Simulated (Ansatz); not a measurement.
AlCo (Pm-3m): the size of the finite step

```
CELL_PARAMETERS angstrom
2.79453 0.00000 0.00000
0.00000 2.79453 0.00000
0.00000 0.00000 2.79453
ATOMIC_POSITIONS crystal
Al 0.00000 0.00000 0.00000
Co 0.50000 0.50000 0.50000
```

Conventional cell: a = 2.795 Å, b = 2.795 Å, c = 2.795 Å, α = 90.00°, β = 90.00°, γ = 90.00°. Around Al (atom 1) lie 8 Co at 2.42 Å. Co (atom 2) is surrounded by 8 Al at 2.42 Å.

Level of theory, where no other is named: LDA, PAW on Ansatz 0.2.0's default frozen-core files (fitted under PBE), scalar-relativistic. k mesh 16×16×16, strains of ±0.005, Fermi-Dirac smearing of 0.100 eV, cutoff 420 eV. The cell was relaxed by PAW under this functional. The structure is one entry of a database and needn't be the stable phase.

(1) Elastic constants come from stresses at strains of ±0.005 (two-point stencil): C11 = 324.2, C12 = 148.1, C44 = 157.8 GPa. What does an amplitude of 0.08 give?

Answers

(1) C11 = 355.2, C12 = 149.3, C44 = 157.2 GPa. A large step picks up anharmonic terms.

Keep in mind: frozen-core PAW files fitted under PBE, their cores solved anew for the functional of the run; responses of metals move with mesh and smearing.
